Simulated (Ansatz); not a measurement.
Relaxed-ion elastic tensor of IrOs₃ (Cu3Au type, Pm-3m) in GPa (Voigt order), DFT-PBEsol in the program Ansatz with PAW potentials; density 22.71 g/cm³, 13.94 Å³ per atom.

```
701  276  276  0.0  0.0  0.0
276  701  276  0.0  0.0  0.0
276  276  701  0.0  0.0  0.0
0.0  0.0  0.0  342  0.0  0.0
0.0  0.0  0.0  0.0  342  0.0
0.0  0.0  0.0  0.0  0.0  342
```

### Question
Is the crystal mechanically stable?

### Answer
Yes: the smallest eigenvalue of C is 342 GPa.

### Question
Work out the Voigt, Reuss and Hill averages.

### Answer
K_V = 418, K_R = 418, K_H = 418; G_V = 290, G_R = 275, G_H = 282 GPa.

### Question
Give Young's modulus, Poisson's ratio, Pugh's ratio and the universal anisotropy index.

### Answer
E = 9KG/(3K + G) = 691 GPa; ν = 0.22; K/G = 1.48 (brittle by the Pugh limit of 1.75); A_U = 5G_V/G_R + K_V/K_R − 6 = 0.28.

### Question
Estimate the sound speeds and the Debye temperature.

### Answer
v_l = √((K + 4G/3)/ρ) = 5910 m/s, v_t = √(G/ρ) = 3530 m/s, mean 3900 m/s; Θ = (h/k)(3n/4πV)^(1/3) v_m = 483 K.

### Question
Give the Zener ratio and Young's modulus along [100], [110] and [111].

### Answer
A = 2C44/(C11 − C12) = 1.61; 1/E = S11 − 2(S11 − S12 − S44/2)Γ with Γ = 0, 1/4, 1/3 gives 545, 719, 805 GPa.

### Question
Solve the Christoffel equation for the three sound speeds along [100], [110], [111].

### Answer
Eigenvalues of C_ijkl n_j n_l equal ρv². In km/s, slowest first: [100] 3.88, 3.88, 5.56; [110] 3.06, 3.88, 6.04; [111] 3.35, 3.35, 6.20.

The start of the workflow was typed in or built on a structure type; neither database checked (COD, Materials Project) lists it. Its standing as an ambient phase is unchecked. The cell was relaxed with PBEsol under the symmetry of its start; its stability against distortions is not shown here. No spin polarisation was allowed. As this level gives no gap, shear constants depend on the k-mesh and smearing (Fermi–Dirac, 0.1 eV here). Spin–orbit coupling is left out wherever it is not named.

Potentials: the earlier of the program's two PAW sets. The files were generated under PBE; for other functionals the program regenerates the frozen cores, and for LDA and PBEsol the local potential too.
